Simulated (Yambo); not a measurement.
Yambo run on MgS (rock salt, space group Fm-3m, No. 225) under isotropic strain of -3 % on all lattice vectors. The wavefunctions come from this Quantum ESPRESSO step (PBEsol, PseudoDojo standard norm-conserving files, scalar-relativistic):

```
&CONTROL
  calculation = 'nscf'
  pseudo_dir = './pseudo'
  outdir = './out'
/
&SYSTEM
  ibrav = 0
  nat = 2
  ntyp = 2
  ecutwfc = 84.0
  ecutrho = 336.0
  occupations = 'fixed'
  force_symmorphic = .true.
  nbnd = 82
/
&ELECTRONS
  conv_thr = 2e-09
  diago_full_acc = .true.
  diago_thr_init = 1e-08
/
ATOMIC_SPECIES
Mg 24.3050 Mg.upf
S 32.0600 S.upf
CELL_PARAMETERS angstrom
  0.000000000000   2.513803774347   2.513803774347
  2.513803774347   0.000000000000   2.513803774347
  2.513803774347   2.513803774347   0.000000000000
ATOMIC_POSITIONS crystal
Mg   0.000000000000   0.000000000000   0.000000000000
S   0.500000000000   0.500000000000   0.500000000000
K_POINTS automatic
6 6 6 0 0 0
```

Yambo input:

```
rim_cut
gw0
dyson
el_el_corr
HF_and_locXC
ppa
em1d
RandQpts= 1000000
RandGvec= 1 Ry
EXXRLvcs= 84 Ry
VXCRLvcs= 336 Ry
Chimod= "HARTREE"
% BndsRnXp
 5 | 80 |
%
NGsBlkXp= 10 Ry
% LongDrXp
 1.0 | 1.0 | 1.0 |
%
PPAPntXp= 27.2114 eV
% GbndRnge
 1 | 80 |
%
GTermKind= "BG"
DysSolver= "n"
ExtendOut
% QPkrange
 1 | 1 | 8 | 9 |
 4 | 4 | 8 | 9 |
 13 | 13 | 8 | 9 |
%
```

k points by index: 1 = Γ, 4 = L, 13 = X.

Table of the .qp output:

```
#    K-point    Band    Eo [eV]    E [eV]    E-Eo [eV]    Vxc [eV]    Vnlxc [eV]    Sc|Eo [eV]    Sc|E [eV]    dSc/dw|Eo [eV]    Re(Z)    Im(Z)
#
    1    8    0.000000    -1.160851    -1.160851    -13.49917    -16.52508    1.554885    1.865058    -7.270146    0.789156    -0.001310
    1    9    4.445531    5.041199    0.595668    -11.58040    -6.727470    -4.120422    -4.257259    -6.249776    0.813221    -0.001227
    4    8    -0.719715    -1.913126    -1.193411    -13.03943    -16.31170    1.757491    2.078866    -7.327214    0.787852    -0.001224
    4    9    4.531738    5.117187    0.585449    -10.32677    -5.702181    -3.910411    -4.039136    -5.982055    0.819781    -0.001100
    13    8    -1.947137    -3.150554    -1.203417    -12.67526    -16.32064    2.093287    2.441962    -7.874718    0.775252    0.015451
    13    9    2.904212    3.609638    0.705426    -11.03123    -6.624566    -3.547968    -3.701241    -5.911533    0.821526    -0.001227
```
(The two width columns are left out.) Convergence of these settings isn't established.

Geometry strained from the cell relaxed with PBEsol, atoms relaxed again.
